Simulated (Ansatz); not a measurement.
**How much do the gradients of Cu3BPd3 depend on the method?**

Cell: a measured structure from the Crystallography Open Database (COD), its atoms then relaxed with PBE in this cell.

```cif
data_Cu3BPd3
_symmetry_space_group_name_H-M 'Fd-3m:1'
_symmetry_Int_Tables_number 227
_cell_length_a 11.1360
_cell_length_b 11.1360
_cell_length_c 11.1360
_cell_angle_alpha 90.000
_cell_angle_beta 90.000
_cell_angle_gamma 90.000
loop_
_atom_site_label
_atom_site_type_symbol
_atom_site_symmetry_multiplicity
_atom_site_Wyckoff_symbol
_atom_site_fract_x
_atom_site_fract_y
_atom_site_fract_z
Cu1 Cu 32 e 0.8324 0.8324 0.3324
Cu9 Cu 16 c 0.6250 0.6250 0.1250
B B 16 d 0.1250 0.1250 0.6250
Pd Pd 48 f 0.0536 0.2500 0.7500
```

One atom of each set is listed; the run and its k-mesh use a cell of 28 atoms with edges of 7.87, 7.87, 7.87 Å.

First run. Computed with Ansatz: DFT, PBE, plane waves and PAW, scalar-relativistic, 420 eV cutoff, Γ-centred 5×5×5 k-points, Fermi–Dirac smearing 0.05 eV.

| site | V_zz (10²¹ V/m²) | η |
| --- | --- | --- |
| Cu1 | -0.40 | 0.00 |
| Cu9 | 1.17 | 0.00 |
| B | 0.12 | 0.00 |
| Pd | -2.34 | 0.77 |

Second run. The same atoms and settings, except that the functional is r2SCAN and the cutoff is 500 eV.

(1) Given the first result, estimate the second.

## Answers

(1) 

| site | V_zz | η | change of V_zz |
| --- | --- | --- | --- |
| Cu1 | -0.48 | 0.00 | -0.08 |
| Cu9 | 1.19 | 0.00 | +0.02 |
| B | 0.11 | 0.00 | -0.01 |
| Pd | -2.29 | 0.67 | +0.05 |

The largest change of V_zz is on Cu1, from -0.40 to -0.48. In per cent, |V_zz| changes by -2 on Pd (all sites that start above 2).

The run finds no gap above 0.1 eV (a metal, or nearly one), so the gradients can move by 10 % or more with the k-mesh. Without spin–orbit coupling (the program notes it for Pd) the gradients can shift somewhat, as the gap is small. With these PAW files V_zz is typically within 2 to 3 % of all-electron values, but misses above 10 % occur on Pd.
For the first run: At this cell the PBE pressure is 5 GPa, so with PBE the cell would grow if it were relaxed.
